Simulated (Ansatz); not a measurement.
## O-17 NMR of the central transition in NaC2NO3

Cell: a Materials Project structure (computed, not necessarily an observed phase).

Space group P2_1/c (No. 14); a = 3.5879, b = 5.3987, c = 21.6158 Å, β = 96.30°.

| site | Wyckoff | site symmetry | x | y | z |
| --- | --- | --- | --- | --- | --- |
| Na | 4e | 1 | 0.3091 | 0.7010 | 0.7977 |
| C5 | 4e | 1 | 0.7608 | 0.5029 | 0.5764 |
| C9 | 4e | 1 | 0.1138 | 0.7093 | 0.6607 |
| N | 4e | 1 | 0.9160 | 0.6882 | 0.5992 |
| O17 | 4e | 1 | 0.5981 | 0.3326 | 0.5524 |
| O21 | 4e | 1 | 0.1862 | 0.9256 | 0.6800 |
| O25 | 4e | 1 | 0.1937 | 0.5096 | 0.6905 |

One atom of each set is listed.

All values are calculated (Ansatz; DFT, PBE, plane waves and PAW, scalar-relativistic, 420 eV cutoff, Γ-centred 6×4×1 k-points, Fermi–Dirac smearing 0.02 eV), not measured.

O-17 has I = 5/2 and Q = -25.58 mb (Pyykkö 2018); at 23.5 T its Larmor frequency is ν₀ = 135.7 MHz. Only the quadrupole interaction is simulated: positions count from each site's isotropic chemical shift, and J coupling is left out, as are shift anisotropy and dipolar coupling, which fast spinning averages.

(1) Simulate the second-order pattern (fast magic-angle spinning, Gaussian broadening 0.4 kHz) of site O21 (1 C at 1.26 Å; also 3 Na at 2.35–2.81 Å).

Results:

(1) The calculation gives C_Q = 8.33 MHz and η = 0.61, so ν_Q = 1.25 MHz and the centre of gravity lies at -25.4 ppm (-3.45 kHz).

(offset (kHz), height): (-8.598, 0), (-8.369, 1), (-8.139, 4), (-7.910, 8), (-7.681, 9), (-7.451, 9), (-7.222, 9), (-6.993, 12), (-6.763, 18), (-6.534, 25), (-6.304, 27), (-6.075, 29), (-5.846, 30), (-5.616, 32), (-5.387, 34), (-5.158, 37), (-4.928, 42), (-4.699, 56), (-4.470, 88), (-4.240, 100), (-4.011, 85), (-3.781, 76), (-3.552, 75), (-3.323, 77), (-3.093, 85), (-2.864, 94), (-2.635, 85), (-2.405, 70), (-2.176, 61), (-1.946, 56), (-1.717, 52), (-1.488, 48), (-1.258, 45), (-1.029, 43), (-0.800, 41), (-0.570, 39), (-0.341, 31), (-0.111, 14), (0.118, 2), (0.347, 0)

The largest force is 0.6 eV/Å, so the atoms aren't at the calculated equilibrium and relaxing them would move these values. A computed database structure should lie near equilibrium, so this entry is doubtful.
